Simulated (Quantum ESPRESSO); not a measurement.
# Si3O4NF: one run as intended and one with a planted mistake

Computed values, not a measurement. The program is pw.x of Quantum ESPRESSO 7.5 (plane-wave density functional theory). The cell is made up: 9 atoms on a quartz lattice, with randomly drawn elements, strain and displacements, not relaxed. PseudoDojo standard norm-conserving files (v0.5 for PBE, v0.4.1 for LDA and PBEsol) set the functional; there is no spin polarisation, spin-orbit coupling or dispersion term, and the masses in the input are unused placeholders.

Intended input:

```
&control calculation='scf', pseudo_dir='./dojo.nc.sr.pbe.v0_5.standard.upf', outdir='./o', disk_io='medium', tprnfor=.true., tstress=.true. /
&system ibrav=0, nat=9, ntyp=4, nbnd=30, ecutwfc=84.00895049, nosym=.true., tot_charge=0,
 occupations='smearing', smearing='fd', degauss=0.0018374661
/
&electrons conv_thr=7.350e-09, electron_maxstep=60, /
ATOMIC_SPECIES
F 1.0 F.upf
N 1.0 N.upf
O 1.0 O.upf
Si 1.0 Si.upf
CELL_PARAMETERS angstrom
5.0632 0.0 0.0
-2.5316 4.3849 0.0
0.0 0.0 5.5575
ATOMIC_POSITIONS angstrom
Si 2.3844 -0.0299 3.7074
Si -1.1814 2.068 1.8777
Si 1.3453 2.318 0.0001
O 1.4009 1.1575 4.3749
O 3.3501 0.621 2.5201
O 2.8485 2.5677 0.7056
N 0.2875 1.8268 1.1811
O -1.1325 3.1898 3.043
F 0.8301 3.7406 4.8674
K_POINTS automatic
5 5 4 1 1 1
```

The log is shortened where brackets say so; the opening notice, blank lines, dates and the lines on written files are dropped, and the path of the files is cut. It prints rydbergs, bohrs and kilobars, and counts compression as positive stress. Where no state is partly filled, the Fermi energy that it prints is only some level between the filled and the empty states on the mesh, and need not lie in the true gap.

Log of the intended run:

```
     Program PWSCF v.7.5
     Parallel version (MPI & OpenMP), running on       1 processor cores
     Number of MPI processes:                 1
     Threads/MPI process:                     1
     [start-up lines left out]
     bravais-lattice index     =            0
     lattice parameter (alat)  =       9.5681  a.u.
     unit-cell volume          =     832.6469 (a.u.)^3
     number of atoms/cell      =            9
     number of atomic types    =            4
     number of electrons       =        48.00
     number of Kohn-Sham states=           30
     kinetic-energy cutoff     =      84.0090  Ry
     charge density cutoff     =     336.0358  Ry
     scf convergence threshold =      7.3E-09
     mixing beta               =       0.7000
     number of iterations used =            8  plain     mixing
     Exchange-correlation= PBE
                           (   1   4   3   4   0   0   0)
     [axes and pseudopotential details left out]
   Cartesian axes
     site n.     atom                  positions (alat units)
         1        Si     tau(   1) = (   0.4709275  -0.0059054   0.7322247  )
         2        Si     tau(   2) = (  -0.2333307   0.4084374   0.3708524  )
         3        Si     tau(   3) = (   0.2657015   0.4578132   0.0000198  )
         4        O      tau(   4) = (   0.2766827   0.2286104   0.8640583  )
         5        O      tau(   5) = (   0.6616567   0.1226497   0.4977287  )
         6        O      tau(   6) = (   0.5625889   0.5071299   0.1393585  )
         7        N      tau(   7) = (   0.0567823   0.3607995   0.2332714  )
         8        O      tau(   8) = (  -0.2236728   0.6299968   0.6010033  )
         9        F      tau(   9) = (   0.1639477   0.7387818   0.9613288  )
     number of k points=    50  Fermi-Dirac smearing, width (Ry)=  0.0018
                       cart. coord. in units 2pi/alat
        k(    1) = (   0.1000000   0.1732035   0.1138821), wk =   0.0400000
        k(    2) = (   0.1000000   0.1732035   0.3416464), wk =   0.0400000
     [further k points left out]
     Dense  grid:    86563 G-vectors     FFT dimensions: (  60,  60,  64)
     Estimated max dynamical RAM per process >     111.61 MB
     Initial potential from superposition of free atoms
     starting charge      47.9981, renormalised to      48.0000
     Starting wfcs are   36 randomized atomic wfcs
     total cpu time spent up to now is       17.1 secs
     per-process dynamical memory:    68.2 Mb
     Self-consistent Calculation
     iteration #  1     ecut=    84.01 Ry     beta= 0.70
     Davidson diagonalization with overlap
     ethr =  1.00E-02,  avg # of iterations =  3.0
     total cpu time spent up to now is       54.2 secs
     total energy              =    -227.16398543 Ry
     estimated scf accuracy    <       2.69837477 Ry
     iteration #  2     ecut=    84.01 Ry     beta= 0.70
     Davidson diagonalization with overlap
     ethr =  5.62E-03,  avg # of iterations =  3.0
     total cpu time spent up to now is       91.5 secs
     total energy              =    -227.63115959 Ry
     estimated scf accuracy    <       3.02933260 Ry
     [iterations 3 to 10 left out]
     iteration # 11     ecut=    84.01 Ry     beta= 0.70
     Davidson diagonalization with overlap
     ethr =  1.40E-09,  avg # of iterations =  2.6
     total cpu time spent up to now is      402.2 secs
     total energy              =    -228.32209026 Ry
     estimated scf accuracy    <       0.00000003 Ry
     iteration # 12     ecut=    84.01 Ry     beta= 0.70
     Davidson diagonalization with overlap
     ethr =  6.81E-11,  avg # of iterations =  3.5
     total cpu time spent up to now is      434.9 secs
     End of self-consistent calculation
     [lines on levels left out]
     the Fermi energy is     5.0611 ev
!    total energy              =    -228.32209027 Ry
     estimated scf accuracy    <          1.3E-09 Ry
     smearing contrib. (-TS)   =      -0.00000000 Ry
     internal energy E=F+TS    =    -228.32209027 Ry
     The total energy is F=E-TS. E is the sum of the following terms:
     one-electron contribution =    -113.34558461 Ry
     hartree contribution      =      81.13654004 Ry
     xc contribution           =     -60.65809230 Ry
     ewald contribution        =    -135.45495340 Ry
     convergence has been achieved in  12 iterations
     Forces acting on atoms (cartesian axes, Ry/au):
     atom    1 type  4   force =    -0.12864415    0.10408372   -0.18491347
     atom    2 type  4   force =     0.04801048   -0.04269160   -0.07209906
     atom    3 type  4   force =     0.02871758   -0.18558070    0.21501819
     atom    4 type  3   force =     0.06596508   -0.02714202   -0.02332672
     atom    5 type  3   force =    -0.03744878   -0.02617128    0.07735091
     atom    6 type  3   force =    -0.07467699    0.01922835   -0.06637494
     atom    7 type  2   force =     0.03180400    0.02806838   -0.04570924
     atom    8 type  3   force =     0.03809219    0.07948227    0.11005712
     atom    9 type  1   force =     0.02818059    0.05072289   -0.01000278
     Total force =     0.451321     Total SCF correction =     0.000068
     Computing stress (Cartesian axis) and pressure
          total   stress  (Ry/bohr**3)                   (kbar)     P=      -29.06
  -0.00027310  -0.00032379   0.00010677          -40.18      -47.63       15.71
  -0.00032379  -0.00013758  -0.00017275          -47.63      -20.24      -25.41
   0.00010677  -0.00017275  -0.00018204           15.71      -25.41      -26.78
     init_run     :     16.03s CPU     16.96s WALL (       1 calls)
     electrons    :    403.17s CPU    417.80s WALL (       1 calls)
     forces       :      4.38s CPU      4.45s WALL (       1 calls)
     stress       :     18.09s CPU     18.40s WALL (       1 calls)
     [timing details left out]
     PWSCF        :   7m21.95s CPU   7m38.09s WALL
     JOB DONE.
```

A second run has one planted mistake: the plane-wave cutoff is too low. The input lines that differ, file-writing options aside:

```
- &system ibrav=0, nat=9, ntyp=4, nbnd=30, ecutwfc=84.00895049, nosym=.true., tot_charge=0,
+ &system ibrav=0, nat=9, ntyp=4, nbnd=30, ecutwfc=60.93037617, nosym=.true., tot_charge=0,
```

Its log:

```
     Program PWSCF v.7.5
     Parallel version (MPI & OpenMP), running on       1 processor cores
     Number of MPI processes:                 1
     Threads/MPI process:                     1
     [start-up lines left out]
     bravais-lattice index     =            0
     lattice parameter (alat)  =       9.5681  a.u.
     unit-cell volume          =     832.6469 (a.u.)^3
     number of atoms/cell      =            9
     number of atomic types    =            4
     number of electrons       =        48.00
     number of Kohn-Sham states=           30
     kinetic-energy cutoff     =      60.9304  Ry
     charge density cutoff     =     243.7215  Ry
     scf convergence threshold =      7.3E-09
     mixing beta               =       0.7000
     number of iterations used =            8  plain     mixing
     Exchange-correlation= PBE
                           (   1   4   3   4   0   0   0)
     [axes and pseudopotential details left out]
   Cartesian axes
     site n.     atom                  positions (alat units)
         1        Si     tau(   1) = (   0.4709275  -0.0059054   0.7322247  )
         2        Si     tau(   2) = (  -0.2333307   0.4084374   0.3708524  )
         3        Si     tau(   3) = (   0.2657015   0.4578132   0.0000198  )
         4        O      tau(   4) = (   0.2766827   0.2286104   0.8640583  )
         5        O      tau(   5) = (   0.6616567   0.1226497   0.4977287  )
         6        O      tau(   6) = (   0.5625889   0.5071299   0.1393585  )
         7        N      tau(   7) = (   0.0567823   0.3607995   0.2332714  )
         8        O      tau(   8) = (  -0.2236728   0.6299968   0.6010033  )
         9        F      tau(   9) = (   0.1639477   0.7387818   0.9613288  )
     number of k points=    50  Fermi-Dirac smearing, width (Ry)=  0.0018
                       cart. coord. in units 2pi/alat
        k(    1) = (   0.1000000   0.1732035   0.1138821), wk =   0.0400000
        k(    2) = (   0.1000000   0.1732035   0.3416464), wk =   0.0400000
     [further k points left out]
     Dense  grid:    53531 G-vectors     FFT dimensions: (  48,  48,  54)
     Estimated max dynamical RAM per process >      69.20 MB
     Check: negative core charge=   -0.000022
     Initial potential from superposition of free atoms
     starting charge      47.9981, renormalised to      48.0000
     Starting wfcs are   36 randomized atomic wfcs
     total cpu time spent up to now is        8.8 secs
     per-process dynamical memory:    54.1 Mb
     Self-consistent Calculation
     iteration #  1     ecut=    60.93 Ry     beta= 0.70
     Davidson diagonalization with overlap
     ethr =  1.00E-02,  avg # of iterations =  3.0
     total cpu time spent up to now is       28.6 secs
     total energy              =    -227.13922633 Ry
     estimated scf accuracy    <       2.66207530 Ry
     iteration #  2     ecut=    60.93 Ry     beta= 0.70
     Davidson diagonalization with overlap
     ethr =  5.55E-03,  avg # of iterations =  3.0
     total cpu time spent up to now is       48.7 secs
     total energy              =    -227.59144552 Ry
     estimated scf accuracy    <       2.99238421 Ry
     [iterations 3 to 10 left out]
     iteration # 11     ecut=    60.93 Ry     beta= 0.70
     Davidson diagonalization with overlap
     ethr =  1.27E-09,  avg # of iterations =  2.7
     total cpu time spent up to now is      248.0 secs
     total energy              =    -228.27763848 Ry
     estimated scf accuracy    <       0.00000003 Ry
     iteration # 12     ecut=    60.93 Ry     beta= 0.70
     Davidson diagonalization with overlap
     ethr =  6.46E-11,  avg # of iterations =  3.4
     total cpu time spent up to now is      271.3 secs
     End of self-consistent calculation
     [lines on levels left out]
     the Fermi energy is     5.0585 ev
!    total energy              =    -228.27763849 Ry
     estimated scf accuracy    <          1.2E-09 Ry
     smearing contrib. (-TS)   =      -0.00000000 Ry
     internal energy E=F+TS    =    -228.27763849 Ry
     The total energy is F=E-TS. E is the sum of the following terms:
     one-electron contribution =    -113.25813386 Ry
     hartree contribution      =      81.07271437 Ry
     xc contribution           =     -60.63726560 Ry
     ewald contribution        =    -135.45495341 Ry
     convergence has been achieved in  12 iterations
     Forces acting on atoms (cartesian axes, Ry/au):
     atom    1 type  4   force =    -0.12860050    0.10408896   -0.18491842
     atom    2 type  4   force =     0.04797722   -0.04272520   -0.07207192
     atom    3 type  4   force =     0.02875038   -0.18564396    0.21504040
     atom    4 type  3   force =     0.06554750   -0.02708098   -0.02346640
     atom    5 type  3   force =    -0.03719360   -0.02645262    0.07702061
     atom    6 type  3   force =    -0.07447498    0.01948040   -0.06651218
     atom    7 type  2   force =     0.03175177    0.02773184   -0.04556744
     atom    8 type  3   force =     0.03783752    0.07964882    0.11021182
     atom    9 type  1   force =     0.02840470    0.05095274   -0.00973648
     Total force =     0.451266     Total SCF correction =     0.000066
     Computing stress (Cartesian axis) and pressure
          total   stress  (Ry/bohr**3)                   (kbar)     P=      -89.95
  -0.00069054  -0.00032584   0.00011389         -101.58      -47.93       16.75
  -0.00032584  -0.00054827  -0.00017501          -47.93      -80.65      -25.75
   0.00011389  -0.00017501  -0.00059555           16.75      -25.75      -87.61
     init_run     :      8.45s CPU      8.62s WALL (       1 calls)
     electrons    :    253.76s CPU    262.55s WALL (       1 calls)
     forces       :      3.72s CPU      3.76s WALL (       1 calls)
     stress       :     14.29s CPU     14.36s WALL (       1 calls)
     [timing details left out]
     PWSCF        :   4m40.44s CPU   4m49.68s WALL
     JOB DONE.
```

|  | intended run | run with the mistake |
| --- | --- | --- |
| free energy (eV) | -3106.480 | -3105.875 |
| smearing term -TS (eV) | 0.0000 | 0.0000 |
| pressure (GPa) | -2.91 | -8.99 |
| largest force component (eV/Å) | 5.528 | 5.529 |
| largest change of a force component (eV/Å) |  | 0.011 |
| iterations | 12 | 12 |

For scale, a rerun of the intended cell at 1437 eV and a 7 x 7 x 6 mesh moved values by no more than 0.002 eV in energy, 0.02 GPa in stress and 0.002 eV/Å in force.